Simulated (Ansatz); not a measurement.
**MgScF₃, a known structure type with other elements, at an estimated volume**

```
Sc Mg F
1.0
     3.68043    0.00000    0.00000
     0.00000    3.68043    0.00000
     0.00000    0.00000    3.68043
Sc Mg F
1 1 3
Cartesian
  1.8402 1.8402 1.8402
  0.0000 0.0000 0.0000
  1.8402 0.0000 0.0000
  0.0000 1.8402 0.0000
  0.0000 0.0000 1.8402
```

Method: r2SCAN, no spin polarisation; PAW, plane waves to 500 eV, 9×9×9 Γ-centred mesh, fermi-dirac occupations (width 0.1 eV) (Ansatz 0.2.0), atoms fixed.

(1) Metal or insulator?

(2) Is the cell too large or too small?

(3) How is the charge shared?

(4) Describe some of the short contacts.

Origin: a known structure type with other elements, at an estimated volume, so it need not be a known compound. Caveats: many states at the Fermi level without spin polarisation, so a magnetic state may lie lower; atoms or cell far from equilibrium.

## Answers

(1) It is a metal, with about 3.4 states/eV a cell as the mean within 0.25 eV of the Fermi level, mostly Sc d (85 %).

(2) The pressure is 29.2 GPa (compression positive), so with the atoms held at these fractions the cell would first expand.

(3) Bader charges in e: Mg +1.77, Sc +1.15, F -0.97. In the mean Mg gives up most and F takes most.

(4) Mg–F at 1.84 Å: least valence density 0.41 e/Å³ and ELF 0.09 there. Sc–F at 2.60 Å: least valence density 0.13 e/Å³ and ELF 0.03 there. These are pseudo-fields; inside the PAW spheres they differ from the all-electron ones.
